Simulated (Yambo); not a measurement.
Yambo input for Cs2LiAlF6 (space group P-3m1, No. 164) (a = 6.298 Å, b = 6.298 Å, c = 5.103 Å, α = 90.00°, β = 90.00°, γ = 120.00°), on norm-conserving PBEsol (Quantum ESPRESSO, 84 Ry, no spin-orbit coupling) wavefunctions on a 3×3×4 mesh:

```
optics
chi
dipoles
kernel
FFTGvecs= 40 Ry
Chimod= "HARTREE"
NGsBlkXd= 3 Ry
% QpntsRXd
 1 | 1 |
%
% BndsRnXd
 2 | 134 |
%
GrFnTpXd= "R"
% EnRngeXd
 0.0 | 20.0 | eV
%
% DmRngeXd
 0.2 | 0.2 | eV
%
CGrdSpXd= 50
ETStpsXd= 161
% LongDrXd
 0.0 | 0.0 | 1.0 |
%
```

First lines of the file o-*.eps_q1_inv_rpa_dyson:

```
Absorption @ Q(1):   0.00000000     0.00000000     1.00000000    [q->0 direction]
#
# [ X ] Hartree size     :  119
# [GEN] GF Energies     : Perdew, Burke & Ernzerhof SOL(X)+Perdew, Burke & Ernzerhof SOL(C)
# [GEN] Green`s Function     : Retarded
#
# [GEN] Gauge     : Length
# [GEN] [r,Vnl] included     : yes
#
#    E[1] [eV]     Im(eps)     Re(eps)     Im(eps_o)     Re(eps_o)
#
     0.000000     0.372485E-8     2.015001     0.13013E-17     2.260905
     0.125000     0.276206E-3     2.015087     0.363082E-3     2.261019
     0.250000     0.552821E-3     2.015345     0.726681E-3     2.261359
     0.375000     0.830263E-3     2.015777     0.001091     2.261926
     0.500000     0.001109     2.016382     0.001458     2.262722
     0.625000     0.001389     2.017162     0.001826     2.263746
     0.750000     0.001672     2.018117     0.002197     2.265001
     0.875000     0.001957     2.019249     0.002571     2.266489
     1.000000     0.002245     2.020560     0.002949     2.268212
     1.125000     0.002536     2.022052     0.003331     2.270171
     1.250000     0.002832     2.023727     0.003718     2.272371
     1.375000     0.003132     2.025588     0.004110     2.274814
     1.500000     0.003436     2.027637     0.004509     2.277504
     1.625000     0.003747     2.029879     0.004915     2.280444
     1.750000     0.004063     2.032316     0.005328     2.283641
     1.875000     0.004387     2.034952     0.005750     2.287098
     2.000000     0.004717     2.037793     0.006181     2.290821
     2.125000     0.005056     2.040842     0.006622     2.294815
     2.250000     0.005404     2.044105     0.007073     2.299088
     2.375000     0.005761     2.047589     0.007537     2.303647
     2.500000     0.006129     2.051298     0.008014     2.308499
     2.625000     0.006508     2.055240     0.008504     2.313652
     2.750000     0.006900     2.059423     0.009010     2.319116
     2.875000     0.007305     2.063854     0.009532     2.324900
     3.000000     0.007725     2.068542     0.010072     2.331015
     3.125000     0.008161     2.073496     0.010632     2.337474
     3.250000     0.008615     2.078728     0.011213     2.344287
     3.375000     0.009087     2.084249     0.011816     2.351470
     3.500000     0.009581     2.090070     0.012445     2.359036
     3.625000     0.010097     2.096205     0.013101     2.367003
     3.750000     0.010638     2.102669     0.013786     2.375387
     3.875000     0.011206     2.109479     0.014504     2.384208
     4.000000     0.011804     2.116651     0.015258     2.393487
```
(The file goes on to the top of the energy range.) Convergence of the RPA response with its 3×3×4 mesh was not tested.

Geometry of the Materials Project entry, not relaxed at this level.

The structure is a Materials Project entry; no match was found in the copy of COD used, and its stability was not checked.
